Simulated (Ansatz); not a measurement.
Al₂Au (fluorite or antifluorite type, space group No. 225) under volume change, PBE (plane waves, PAW; program Ansatz), scaled uniformly.

| V (Å³/atom) | E − E(relaxed) (meV/atom) | P (GPa) |
|---|---|---|
| 16.884 | 58.9 | 12.38 |
| 17.441 | 24.6 | 7.52 |
| 17.997 | 5.8 | 3.43 |
| 18.554 | 0.0 | 0.00 |
| 19.111 | 5.1 | -2.88 |
| 19.667 | (withheld) | (withheld) |
| 20.224 | (withheld) | (withheld) |

Q: Some entries are withheld; supply them.

A: 
- 20.224, E − E(relaxed) (meV/atom): 41.4
- 20.224, P (GPa): -7.30
- 19.667, E − E(relaxed) (meV/atom): 19.5
- 19.667, P (GPa): -5.29

Q: What does a third-order Birch–Murnaghan fit give for V₀, B₀ and B′?

A: V₀ = 18.55 Å³/atom, B₀ = 104 GPa, B′ = 4.8.

Space group Fm-3m (fluorite or antifluorite type). Symmetry was held in the PBE relaxation. Scalar-relativistic: spin–orbit coupling is off unless named, which matters more the heavier the elements.

Potentials: the later of the program's two PAW sets.
